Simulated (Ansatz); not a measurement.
Data:

Sn$_{4}$Pt:
```
CELL_PARAMETERS angstrom
      3.20959    -5.71139     0.00000
      3.20959     5.71139     0.00000
      0.00000     0.00000     6.40467
ATOMIC_POSITIONS crystal
  Sn 0.96013 0.70773 0.16684
  Sn 0.03987 0.29227 0.16684
  Sn 0.70773 0.96013 0.83316
  Sn 0.29227 0.03987 0.83316
  Sn 0.53987 0.79227 0.33316
  Sn 0.46013 0.20773 0.33316
  Sn 0.79227 0.53987 0.66684
  Sn 0.20773 0.46013 0.66684
  Pt 0.50000 0.50000 0.00000
  Pt 0.00000 0.00000 0.50000
```

This is the PBEsol-relaxed structure. x, y and z are the axes in which the lattice vectors are written.

Question: All from PBEsol (plane waves, PAW; program Ansatz), unless another level is named. Estimate the Debye temperature from the elastic constants.

Answer: 216 K.

Question: Next, the elastic constants (relaxed ions, GPa)?

Answer: C11 = 138, C22 = 109, C33 = 131, C12 = 48.7, C13 = 44.1, C23 = 46.1, C44 = 17.1, C55 = 53.4, C66 = 26.2.

Space group Ccce. The workflow started from a Materials Project entry (that database holds measured and hypothetical structures alike); the Crystallography Open Database files this formula in space group No. 68, but the cells were not matched. Whether it is the stable phase at ambient conditions was not checked. The cell was relaxed with PBEsol under the symmetry of its start; of distortions, only those at the zone centre were tested. No spin polarisation was allowed. As this level gives no gap, shear constants depend on the k-mesh and smearing (Fermi–Dirac, 0.1 eV here). Spin–orbit coupling is left out wherever it is not named.

Potentials: the later of the program's two PAW sets.
